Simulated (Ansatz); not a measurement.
N:
```cif
data_N4
_chemical_formula_sum 'N4'
_space_group_name_H-M_alt 'P42/mnm'
_space_group_IT_number 136
_space_group_name_Hall '-P 4n 2n'
_cell_length_a 4.05940
_cell_length_b 4.05940
_cell_length_c 5.24034
_cell_angle_alpha 90.000
_cell_angle_beta 90.000
_cell_angle_gamma 90.000
loop_
_atom_site_label
_atom_site_type_symbol
_atom_site_symmetry_multiplicity
_atom_site_Wyckoff_symbol
_atom_site_fract_x
_atom_site_fract_y
_atom_site_fract_z
_atom_site_occupancy
N1 N 4 f 0.09520 0.09520 0.00000 1
```

Relaxed with r²SCAN+D4.

Q: Which orbitals make up the states near the band edges in plane-wave PAW r²SCAN+D4 (Ansatz code)?

A: Top 1 eV of the valence band: N 2p 66 %, N 2s 31 %. Bottom 1 eV of the conduction band: N 2p 96 %. Projections are on Löwdin-orthogonalised atomic valence shells; empty p or d shells of many metals are not among them.

Q: Tabulate the density of states.

A: States/eV per cell of 4 atoms, in 0.25 eV bins, energy from the valence-band maximum.

| E (eV) | total | N 2p | N 2s |
|---|---|---|---|
| -4.20 | 0.00 | 0.00 | 0.00 |
| -3.95 | 9.39 | 4.11 | 5.26 |
| -3.70 | 6.61 | 2.81 | 3.80 |
| -3.45 | 0.00 | 0.00 | 0.00 |
| -3.20 | 0.00 | 0.00 | 0.00 |
| -2.95 | 0.00 | 0.00 | 0.00 |
| -2.70 | 0.00 | 0.00 | 0.00 |
| -2.45 | 0.00 | 0.00 | 0.00 |
| -2.20 | 0.00 | 0.00 | 0.00 |
| -1.95 | 2.13 | 2.06 | 0.02 |
| -1.70 | 13.39 | 12.95 | 0.18 |
| -1.45 | 14.56 | 14.32 | 0.06 |
| -1.20 | 1.92 | 1.89 | 0.00 |
| -0.95 | 0.08 | 0.06 | 0.02 |
| -0.70 | 0.69 | 0.47 | 0.19 |
| -0.45 | 2.73 | 1.82 | 0.80 |
| -0.20 | 10.76 | 7.06 | 3.34 |
| 0.05 | 1.75 | 1.14 | 0.55 |
| 0.30 | 0.00 | 0.00 | 0.00 |
| 0.55 | 0.00 | 0.00 | 0.00 |
| 0.80 | 0.00 | 0.00 | 0.00 |
| 1.05 | 0.00 | 0.00 | 0.00 |
| 1.30 | 0.00 | 0.00 | 0.00 |
| 1.55 | 0.00 | 0.00 | 0.00 |
| 1.80 | 0.00 | 0.00 | 0.00 |
| 2.05 | 0.00 | 0.00 | 0.00 |
| 2.30 | 0.00 | 0.00 | 0.00 |
| 2.55 | 0.00 | 0.00 | 0.00 |
| 2.80 | 0.00 | 0.00 | 0.00 |
| 3.05 | 0.00 | 0.00 | 0.00 |
| 3.30 | 0.00 | 0.00 | 0.00 |
| 3.55 | 0.00 | 0.00 | 0.00 |
| 3.80 | 0.00 | 0.00 | 0.00 |
| 4.05 | 0.00 | 0.00 | 0.00 |
| 4.30 | 0.00 | 0.00 | 0.00 |
| 4.55 | 0.00 | 0.00 | 0.00 |
| 4.80 | 0.00 | 0.00 | 0.00 |
| 5.05 | 0.00 | 0.00 | 0.00 |
| 5.30 | 0.00 | 0.00 | 0.00 |
| 5.55 | 0.00 | 0.00 | 0.00 |
| 5.80 | 0.00 | 0.00 | 0.00 |
| 6.05 | 0.00 | 0.00 | 0.00 |
| 6.30 | 0.00 | 0.00 | 0.00 |
| 6.55 | 0.00 | 0.00 | 0.00 |
| 6.80 | 0.00 | 0.00 | 0.00 |
| 7.05 | 0.00 | 0.00 | 0.00 |
| 7.30 | 0.00 | 0.00 | 0.00 |
| 7.55 | 0.00 | 0.00 | 0.00 |
| 7.80 | 0.33 | 0.31 | 0.00 |
| 8.05 | 0.90 | 0.86 | 0.00 |
| 8.30 | 2.18 | 2.09 | 0.00 |
| 8.55 | 9.55 | 9.16 | 0.01 |
| 8.80 | 5.44 | 5.28 | 0.00 |
| 9.05 | 9.03 | 8.84 | 0.01 |
| 9.30 | 3.15 | 3.10 | 0.00 |
| 9.55 | 1.43 | 1.41 | 0.00 |
| 9.80 | 0.00 | 0.00 | 0.00 |
| 10.05 | 0.00 | 0.00 | 0.00 |
| 10.30 | 0.00 | 0.00 | 0.00 |
| 10.55 | 0.00 | 0.00 | 0.00 |
| 10.80 | 0.00 | 0.00 | 0.00 |
| 11.05 | 0.00 | 0.00 | 0.00 |
| 11.30 | 0.00 | 0.00 | 0.00 |
| 11.55 | 0.00 | 0.00 | 0.00 |
| 11.80 | 0.00 | 0.00 | 0.00 |

Space group P4_2/mnm. The first step of the workflow began from a Materials Project structure, measured or hypothetical; the Crystallography Open Database copy checked does not list it. It is not the usual solid phase (space group No. 205). The r²SCAN+D4 relaxation kept the symmetry of its start; its stability against distortions is not shown here. The substance is a gas or liquid at ambient conditions.

Potentials: the later of the program's two PAW sets.
